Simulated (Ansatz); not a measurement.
TiAl in space group R-3m (No. 166; Al on 3a, Ti on 3b) under volume change, the program Ansatz at the r²SCAN level (PAW), shape and atoms relaxed at each volume.

```csv
V (Å³/atom),E − E(relaxed) (meV/atom),P (GPa)
15.117,53.0,12.22
15.615,(withheld),(withheld)
16.114,(withheld),(withheld)
16.612,0.0,-0.01
17.111,4.9,-3.05
17.609,18.6,-5.70
18.107,40.0,-8.00
```

Question: Fill in the missing entries.

Answer: 
- 15.615, E − E(relaxed) (meV/atom): 22.4
- 15.615, P (GPa): 7.56
- 16.114, E − E(relaxed) (meV/atom): 5.3
- 16.114, P (GPa): 3.51

Question: What does a third-order Birch–Murnaghan fit give for V₀, B₀ and B′?

Answer: V₀ = 16.61 Å³/atom, B₀ = 109 GPa, B′ = 3.7.

A made-up cell: these elements were put on the sites of a structure type; neither database checked (COD, Materials Project) lists it. It is not the phase usual at ambient conditions (space group No. 123). The cell was relaxed with r²SCAN under the symmetry of its start. At this level the phase is mechanically unstable. No spin polarisation was allowed.

Potentials: the later of the program's two PAW sets.
